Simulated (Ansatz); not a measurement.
A trial structure of BaCrPtC6N6 was built thus: cyanide-bridged rock-salt net of two metals, 1 guest cations a cell (F-43m, No. 216). Its size is a rough estimate.

```
Ba Cr Pt C N
1.0
     0.00000    5.11700    5.11700
     5.11700    0.00000    5.11700
     5.11700    5.11700    0.00000
Ba Cr Pt C N
1 1 1 6 6
Direct
  0.75000 0.75000 0.75000
  0.50000 0.50000 0.50000
  0.00000 0.00000 0.00000
  0.81268 0.18732 0.18732
  0.18732 0.18732 0.81268
  0.81268 0.18732 0.81268
  0.18732 0.81268 0.81268
  0.81268 0.81268 0.18732
  0.18732 0.81268 0.18732
  0.69836 0.30164 0.30164
  0.30164 0.30164 0.69836
  0.69836 0.30164 0.69836
  0.30164 0.69836 0.69836
  0.69836 0.69836 0.30164
  0.30164 0.69836 0.30164
```

These are results of DFT PBE, scalar-relativistic, plane waves, PAW (Ansatz), not measurements. Cutoff 420 eV, Gaussian smearing, Γ-centred meshes. Cell and atoms relax first on a coarse mesh and then on a converged one. In between, the cell is made exact in the group found at 0.06 Å. The steps can't lower the symmetry of their start. Collinear spin, starting moments Cr 3.0 μB; they died out on the coarse mesh, so the last step has no spin.

A guess keeps its type if space group and coordination stay and the shape of the cell changes little (axis ratios within about 15 %, angles within 6°); the volume may change.

Task: Does this structure survive the relaxation?

Result: It keeps its type. The symmetry stays F-43m (No. 216). The volume per atom stays near 17.8 Å³. The shortest distance goes from 1.17 Å (C–N) to 1.18 Å (C–N). Counting neighbours within 15 % of an atom's shortest distance, the start has Ba 24, C 1, Cr 6, N 1, Pt 6 and the end Ba 24, C 1, Cr 6, N 1, Pt 6.

The zero of energy is the elements' standard structures at the same level (N₂ as a molecule); no fitted shifts are applied.

Task: At what energy does it end?

Result: +0.194 eV/atom. It can't be a ground state, since the elements alone are lower.

The last run used a 6×6×6 mesh for its 15-atom cell and Gaussian smearing of 0.02 eV. These runs have no spin–orbit coupling, which can matter for Pt. The reference form of C is held partly by dispersion forces, which this level lacks. Trial moments died out on the coarse mesh, so the last step has no spin; another magnetic start might hold. Symmetry constrained the relaxation, so the result can be a saddle point.
